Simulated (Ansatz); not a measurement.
NaF (rock salt)

```yaml
crystal:
  lattice:
    - [0.00000, 4.59450, 4.59450]
    - [2.29725, 2.29725, 4.59450]
    - [2.29725, 2.29725, 0.00000]
  atoms:
    - { symbol: F, position: [0.00000, 0.00000, 0.00000] }
    - { symbol: F, position: [0.50000, 0.00000, 0.00000] }
    - { symbol: Na, position: [0.00000, 0.50000, 0.50000] }
    - { symbol: Na, position: [0.50000, 0.50000, 0.50000] }
```

A phonon eigenvector at X = (0.5, 0.5, 0.0) is frozen into this cell: atom i moves by Q times the vector below, so Q is the largest atomic displacement, in Å. The cell is held. It is one choice among 2 degenerate patterns. (q is in reciprocal vectors of the primitive cell; the cell shown is doubled to hold the pattern.)

```tsv
atom	x	y	z
F1	0.000	-0.910	0.000
F2	0.000	0.910	0.000
Na3	0.000	1.000	0.000
Na4	0.000	-1.000	0.000
```

These are r2SCAN (plane waves to 500 eV, PAW, scalar-relativistic; Ansatz, a program for electronic structure) values and carry that method's errors. k mesh 12×12×12 (Γ-centred), Fermi-Dirac smearing 0.05 eV. Energies are smeared free energies. NaF was relaxed with its symmetry unable to fall. The zero of ΔE is the undisplaced structure.

Successive frames, forces in eV/Å:

```
frame         ΔE (meV/cell)                 F on F1                F on F2               F on Na3                F on Na4
------------  -------------  ----------------------  ---------------------  ---------------------  ----------------------
Q = -0.233 Å          166.6  (0.000, -0.332, 0.000)  (0.000, 0.332, 0.000)  (0.000, 0.424, 0.000)  (0.000, -0.424, 0.000)
Q = -0.187 Å          106.0  (0.000, -0.261, 0.000)  (0.000, 0.261, 0.000)  (0.000, 0.337, 0.000)  (0.000, -0.337, 0.000)
Q = -0.140 Å           59.3  (0.000, -0.192, 0.000)  (0.000, 0.192, 0.000)  (0.000, 0.252, 0.000)  (0.000, -0.252, 0.000)
Q = -0.093 Å           26.2  (0.000, -0.126, 0.000)  (0.000, 0.126, 0.000)  (0.000, 0.167, 0.000)  (0.000, -0.167, 0.000)
```

Task: What are the energy and the forces in the next frame, Q = -0.047 Å?

Result: ΔE (meV/cell) = 6.5.

```tsv
atom	Fx	Fy	Fz
F1	0.000	-0.063	0.000
F2	0.000	0.063	0.000
Na3	0.000	0.083	0.000
Na4	0.000	-0.083	0.000
```

(A displaced cell: forces are minus the slopes of the energy, force constants its curvatures, and phonons follow from these.)
